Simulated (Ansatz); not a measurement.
NaCl:
```cif
data_Cl6Na6
_chemical_formula_sum 'Na6 Cl6'
_space_group_name_H-M_alt 'P 1'
_space_group_IT_number 1
_cell_length_a 6.68571
_cell_length_b 6.68571
_cell_length_c 7.01707
_cell_angle_alpha 90.000
_cell_angle_beta 90.000
_cell_angle_gamma 120.000
loop_
_space_group_symop_operation_xyz
  'x, y, z'
loop_
_atom_site_label
_atom_site_type_symbol
_atom_site_fract_x
_atom_site_fract_y
_atom_site_fract_z
_atom_site_occupancy
Na1 Na 0.00000 0.66674 0.50000 1
Na2 Na 0.66674 0.00000 0.50000 1
Na3 Na 0.33326 0.33326 0.50000 1
Na4 Na 0.00000 0.33341 0.00000 1
Na5 Na 0.33341 0.00000 0.00000 1
Na6 Na 0.66659 0.66659 0.00000 1
Cl1 Cl 0.66667 0.33333 0.25003 1
Cl2 Cl 0.66667 0.33333 0.74997 1
Cl3 Cl 0.33333 0.66667 0.25003 1
Cl4 Cl 0.33333 0.66667 0.74997 1
Cl5 Cl 0.00000 0.00000 0.75006 1
Cl6 Cl 0.00000 0.00000 0.24994 1
```

Relaxed with r²SCAN. Plane-wave PAW r²SCAN (Ansatz code) gives a gap of 5.24 eV.

What gap does HSE06 give on the same cell (Ansatz, PAW)?

5.86 eV, 0.63 eV more. The hybrid was solved on a coarser mesh and at special points; its gap is the smallest among all of these.

```json
[
 {"k": "Γ", "v1 r²SCAN": "0.00", "c1 r²SCAN": "5.24", "v1 HSE06": "0.00", "c1 HSE06": "5.86"},
 {"k": "A", "v1 r²SCAN": "-0.29", "c1 r²SCAN": "6.53", "v1 HSE06": "…", "c1 HSE06": "…"},
 {"k": "K", "v1 r²SCAN": "-0.07", "c1 r²SCAN": "6.97", "v1 HSE06": "…", "c1 HSE06": "…"},
 {"k": "H", "v1 r²SCAN": "-0.57", "c1 r²SCAN": "7.73", "v1 HSE06": "…", "c1 HSE06": "…"},
 {"k": "M", "v1 r²SCAN": "-0.02", "c1 r²SCAN": "6.68", "v1 HSE06": "…", "c1 HSE06": "…"},
 {"k": "L", "v1 r²SCAN": "-0.64", "c1 r²SCAN": "7.73", "v1 HSE06": "-0.67", "c1 HSE06": "8.47"}
]
```

Top valence (v1) and lowest conduction level (c1) in eV from each method's valence maximum (which need not be a listed point): supply the withheld HSE06 values.


- A, v1 HSE06: -0.30
- A, c1 HSE06: 7.19
- H, v1 HSE06: -0.60
- H, c1 HSE06: 8.49
- K, v1 HSE06: -0.07
- K, c1 HSE06: 7.73
- M, v1 HSE06: -0.02
- M, c1 HSE06: 7.49

Cost on shared cores: the r²SCAN run (SCF on a 5×5×4 mesh, then bands and DOS) about 6 core-minutes (a rough figure), the HSE06 run (SCF on 3×3×3, then a few points) about 7 core-minutes (a rough figure); the tasks are unlike.

Space group P6_3/mmc (NiAs type). The first step of the workflow began from a Materials Project structure, measured or hypothetical; the Crystallography Open Database copy checked does not list it. It is not the phase usual at ambient conditions (space group No. 225). The r²SCAN relaxation kept the symmetry of its start; its stability against distortions is not shown here. Point labels and valley counts follow the cell and symmetry of the run, lower than the named group.

Potentials: the later of the program's two PAW sets.
